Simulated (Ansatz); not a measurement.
Relaxed Mo (bcc, W type):

```xyz
2
Lattice="-3.1506 3.1506 3.1506 1.5753 -1.5753 1.5753 1.5753 1.5753 -1.5753" Properties=species:S:1:pos:R:3 pbc="T T T"
Mo     0.0000     0.0000     0.0000
Mo    -1.5753     1.5753     1.5753
```

In each cell atom 2 (Mo, nearest neighbour Mo at 2.729 Å; its periodic images, 2.7 Å or more away, move with it) moves by s·(0.707, 0.707, 0.000) (along Cartesian [110]), the rest being held.

Level of theory: r2SCAN (plane waves to 500 eV, PAW, scalar-relativistic; Ansatz, a program for electronic structure). k mesh 17×17×17 (Γ-centred), Fermi-Dirac smearing 0.05 eV. E stands for the smeared free energy. Left out: 2 of 11 points, with atoms too close for the PAW data. With partly filled bands, energies and forces of such displacements shift with the k mesh and the smearing. On this mesh the relaxed cell isn't quite at rest: it carries a pressure of 0.1 GPa (compression positive) at the zero of the scan. Mo is run without spin polarisation. Mo was relaxed with its symmetry unable to fall. The zero of ΔE is the undisplaced structure. The last digit holds for this mesh only.

| s (Å) | ΔE (meV/cell) |
|---|---|
| -0.440 | 695.9 |
| -0.330 | 386.5 |
| -0.220 | 168.9 |
| -0.110 | withheld |
| 0.000 | 0.0 |
| 0.110 | withheld |
| 0.220 | 168.9 |
| 0.330 | 386.5 |
| 0.440 | 695.9 |

Question: Fit an even polynomial form (powers 2, 4, 6) to the given rows and predict ΔE at s = -0.110.

Answer: Least squares on the 7 given rows: ΔE = (3426)·s² + (1467)·s⁴ + (-3077)·s⁶, in meV/cell with s in Å; root-mean-square residual 0.02 meV/cell. At -0.110 the fit gives 41.7 meV/cell; the calculation gives 41.7 meV/cell, the same to the digits shown. The quadratic term alone would give 41.5 meV/cell.

(For displaced atoms, the force is minus the slope of the energy, and its curvature is a force constant, which sets phonon frequencies.)
